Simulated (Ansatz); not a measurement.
ScSiO:
```
ScSiO
1.0
    3.23192     0.00000     0.00000
    0.00000     3.23192     0.00000
    0.00000     0.00000     7.44911
Sc Si O
2 2 2
Cartesian
  0.00000   1.61596   4.96357
  1.61596   0.00000   2.48554
  0.00000   0.00000   0.00000
  1.61596   1.61596   0.00000
  1.61596   0.00000   4.55841
  0.00000   1.61596   2.89070
```

Relaxed with PBEsol. Special points in fractions of this cell's reciprocal vectors: Γ (0.000, 0.000, 0.000); X (0.000, 0.500, 0.000); M (0.500, 0.500, 0.000); Z (0.000, 0.000, 0.500); R (0.000, 0.500, 0.500); A (0.500, 0.500, 0.500).

Task: List the band energies nearest the Fermi level at these points for plane-wave PAW PBEsol (Ansatz code).

Result: In eV from the Fermi level; about four levels below and three above (degenerate sets whole), none deeper than 8.9 eV; points with the same levels are listed once.

```json
[
 {"k": "Γ", "below": "-2.13 -1.29 -1.29 -0.90", "above": "0.08 1.70 2.23"},
 {"k": "X", "below": "-4.41 -4.41 -1.13 -1.13", "above": "1.40 1.40 1.86 1.86"},
 {"k": "M", "below": "-3.83 -3.83 -0.56 -0.56", "above": "1.85 1.85 2.84 2.84"},
 {"k": "Z", "below": "-1.22 -1.22 -0.73 -0.22", "above": "2.01 2.28 2.28"},
 {"k": "R", "below": "-4.36 -4.36 -1.78 -1.78", "above": "1.55 1.55 2.39 2.39"},
 {"k": "A", "below": "-3.62 -3.62 -1.11 -1.11", "above": "1.93 1.93 2.58 2.58"}
]
```

Space group P4/nmm. The start of the workflow was typed in or built on a structure type; neither database checked (COD, Materials Project) lists it. Its standing as an ambient phase is unchecked. Symmetry was held in the PBEsol relaxation; phonons show weakly imaginary modes. The run is not spin-polarised.

Potentials: the earlier of the program's two PAW sets. The files were generated under PBE; for other functionals the program regenerates the frozen cores, and for LDA and PBEsol the local potential too.
